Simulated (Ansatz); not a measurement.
Relaxed TiAl3 (D022 type, space group I4/mmm):

```
TiAl3
1.0
   -1.92294     1.92294     4.30997
    1.92294    -1.92294     4.30997
    1.92294     1.92294    -4.30997
Al Ti
3 1
Direct
  0.50000   0.50000   0.00000
  0.75000   0.25000   0.50000
  0.25000   0.75000   0.50000
  0.00000   0.00000   0.00000
```

Calculation: PBE (plane waves to 420 eV, PAW, scalar-relativistic; Ansatz, an electronic-structure program). k mesh 14×14×14 (Γ-centred), Fermi-Dirac smearing 0.05 eV. With partly filled bands, energies and forces of such displacements shift with the k mesh and the smearing. TiAl3 is run without spin polarisation. TiAl3 was relaxed with its symmetry unable to fall.

One atom of the cell was then moved (with its periodic images), all else fixed, and the forces (eV/Å) came out as:

| atom | Fx | Fy | Fz |
|---|---|---|---|
| Al1 | -0.097 | -0.097 | 0.000 |
| Al2 | 0.679 | 0.679 | 0.000 |
| Al3 | -0.411 | -0.411 | 0.000 |
| Ti4 | -0.171 | -0.171 | 0.000 |

**Question.** Which atom was moved, and by which vector (Å)?

**Answer.** Al2, by (-0.10, -0.10, 0.00), 0.14 Å in all.

(For displaced atoms, the force is minus the slope of the energy, and its curvature is a force constant, which sets phonon frequencies.)
